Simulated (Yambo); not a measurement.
CsLiBr₂ (space group P4/nmm, No. 129), G0W0@PBEsol in Yambo with this input:

```
rim_cut
gw0
dyson
el_el_corr
HF_and_locXC
ppa
em1d
RandQpts= 1000000
RandGvec= 1 Ry
EXXRLvcs= 74 Ry
VXCRLvcs= 296 Ry
Chimod= "HARTREE"
% BndsRnXp
 3 | 471 |
%
NGsBlkXp= 8 Ry
% LongDrXp
 1.0 | 1.0 | 1.0 |
%
PPAPntXp= 27.2114 eV
% GbndRnge
 1 | 471 |
%
GTermKind= "BG"
DysSolver= "n"
ExtendOut
```

On a 2×2×1 mesh, with wavefunctions cut at 74 Ry, the gap (M → Γ) is 6.343 eV and the valence edge shifts by -1.525 eV.

### Question
What happens with this change: no random integration?

### Answer
The gap falls by 0.110 eV, to 6.233 eV; the shift of the valence edge becomes -1.281 eV. Neither run is shown to be the converged limit.

Spin-orbit coupling is not included.

Geometry of the Materials Project entry, not relaxed at this level; primitive cell a = b = 5.181 Å, c = 9.930 Å, α = β = γ = 90.00°.

The structure is a Materials Project entry; no match was found in the copy of COD used, and its stability was not checked.

A shift is the quasiparticle energy of the state minus its PBEsol energy.
